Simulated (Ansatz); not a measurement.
Below is a relaxed structure of GdSi2O. The cell was found from a structure generator's guess, not taken from experiment.

These are results of Ansatz 0.2.0, DFT PBE, scalar-relativistic, plane waves, PAW, not measurements. Cutoff 420 eV, Γ-centred mesh, Gaussian smearing, collinear spin.

```
Gd Si O
1.0
     4.15611    0.00000    0.00000
     0.00000    4.15611    0.00000
     0.00000    0.00000    4.70104
Gd Si O
1 2 1
Direct
  0.00000 0.00000 0.50000
  0.50000 0.00000 0.00000
  0.00000 0.50000 0.00000
  0.00000 0.00000 0.00000
```

Energies over the elements count from the elements' standard structures at the same level (O₂ as a molecule), with no fitted energy shifts.

(1) Find its symmetry and describe it.

(2) How far does it lie from the elements in energy?

(3) Is it a metal?

(4) Which magnetic moments does it keep?

## Answers

(1) P4/mmm (No. 123). Conventional cell: a = 4.156 Å, c = 4.701 Å. Gd has 2 O at 2.35 Å and 8 Si at 3.14 Å; Si is surrounded by 2 O at 2.08 Å, 4 Si at 2.94 Å and 4 Gd at 3.14 Å; around O lie 4 Si at 2.08 Å and 2 Gd at 2.35 Å.

(2) −0.52 eV/atom.

(3) Yes, bands cross the Fermi level on the 12×12×10 mesh.

(4) 1.73 μB per atom net, the space between the atoms included; by site: Gd 6.8 μB.

The last run used collinear spin, a 12×12×10 mesh (in the run's order of axes) for its 4-atom cell and Gaussian smearing of 0.10 eV. The 4f shell of Gd is treated without a Hubbard U, which places its levels poorly. Another magnetic order may lie lower. A structure relaxed within its symmetry needn't be a true minimum. Another cell of GdSi2O relaxed alike, in I4/mmm, lies 0.55 eV/atom lower, so this cell isn't the stable form at this level.
